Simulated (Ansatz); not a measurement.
The start is a relaxed CeO2 cell, doubled along one cell vector, shaken by Gaussian noise of σ = 0.08 Å a coordinate. A full variable-cell relaxation at zero pressure is run with r2SCAN (plane waves to 500 eV, PAW, scalar-relativistic; Ansatz, a first-principles code). The first steps use a coarse 7×4×7 k-mesh.

Starting cell:
```
CeO2
1.0
    0.00000     2.71866     2.71866
    5.43733     0.00000     5.43733
    2.71866     2.71866     0.00000
Ce O
2 4
Direct
  0.97827   0.00610   0.00357
  0.01499   0.50057   0.99167
  0.75012   0.38503   0.77553
  0.75915   0.87245   0.70699
  0.23489   0.10927   0.26513
  0.27512   0.60876   0.21553
```

Question: What pressure does the first self-consistent step give?

Answer: +2.5 GPa (positive: the cell is compressed).

Question: What is the largest force in the starting geometry, and on which atom (counted from 1)?

Answer: 2.07 eV/Å, on O3 (atoms numbered as listed).

Question: By how much does the energy per atom fall from start to end?

Answer: 0.079 eV/atom.

Question: How do the shortest distances between atoms change?

Answer: The closest pairs of elements (up to four, under 3.6 Å), start → end: Ce–O 2.20 → 2.35 Å; O–O 2.42 → 2.72 Å.

Relaxed structure:

Space group Fm-3m (No. 225); a = 5.437 Å, b = 5.437 Å, c = 5.437 Å, α = 90.00°, β = 90.00°, γ = 90.00°

| atom | site | symmetry | x | y | z |
|---|---|---|---|---|---|
| Ce | 4a | m-3m | 0.0000 | 0.0000 | 0.0000 |
| O | 8c | -43m | 0.2500 | 0.2500 | 0.2500 |
(The calculation used a cell of 3 atoms; values per cell refer to that cell.)

Final values are on a 11×11×11 k-mesh of the relaxed cell. No spin polarisation in the result. No Hubbard U is applied. The 4f state was not searched, so a lower electronic state may exist.
